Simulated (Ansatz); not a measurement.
# ZnIr: how the free axis answers a strain

ZnIr, P-6m2, a = 2.758 Å, c = 4.153 Å. The structure is a Materials Project entry; whether it is the stable form wasn't checked. Ansatz: PBEsol, PAW, 420 eV, Γ-centred 18×18×10 mesh on 2 atoms, Gaussian smearing 0.10 eV; no spin polarisation. Series: uniaxial strain along c, with a, b and atoms relaxed; x is the strain in per cent. y is the change of a in per cent of 2.758 Å.

```tsv
x (%)	y (%)
-3.0	?
-2.0	0.64
-1.0	0.31
0.0	0.00
1.0	-0.29
2.0	-0.57
3.0	-0.82
```

Question: Fit y = c1 x + c2 x² to the other rows, say what c1 measures, and predict the missing y.

Answer: Least squares on the rows shown. y = −0.3015 x + 0.009231 x². So −c1 = 0.301 is Poisson's ratio for this pair of axes. At x = -3.0 the fit asked for gives 0.99 %. The run gave 0.99 %, the same to the digits shown.

Spin–orbit coupling is left out, which can shift energies with elements as heavy as these.